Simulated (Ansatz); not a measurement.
Formation energies in the Ru–Zr system, lowest calculated structure of each composition. These are PBEsol (plane waves to 420 eV, PAW, scalar-relativistic; Ansatz, a program for electronic structure) values and carry that method's errors. Element references, the lowest calculated here: Ru (P6₃/mmc), Zr (P6/mmm, not the ambient form).

| phase | x(Zr) | space group | E_f (eV/atom) | above hull (eV/atom) |
|---|---|---|---|---|
| Ru | 0.000 | P6₃/mmc | 0.00 | 0.00 |
| ZrRu2 | 0.333 | Cmcm | -0.15 | 0.27 |
| ZrRu | 0.500 | Pm-3m | -0.63 | 0.00 |
| Zr | 1.000 | P6/mmm | 0.00 | 0.00 |

For ZrRu2 a lower structure may exist, so the energies are upper bounds and are not judged. On the hull: ZrRu.

This is the hull of the energies calculated here, no anion corrections; phases that were not calculated are missing from it. Values are rounded to 0.01 eV/atom. Not shown to be the ambient phase of their composition (a lower form may be missing, and a cell relaxed within its start's symmetry can be a saddle point): ZrRu2 (Cmcm). The compounds carry no spin polarisation.
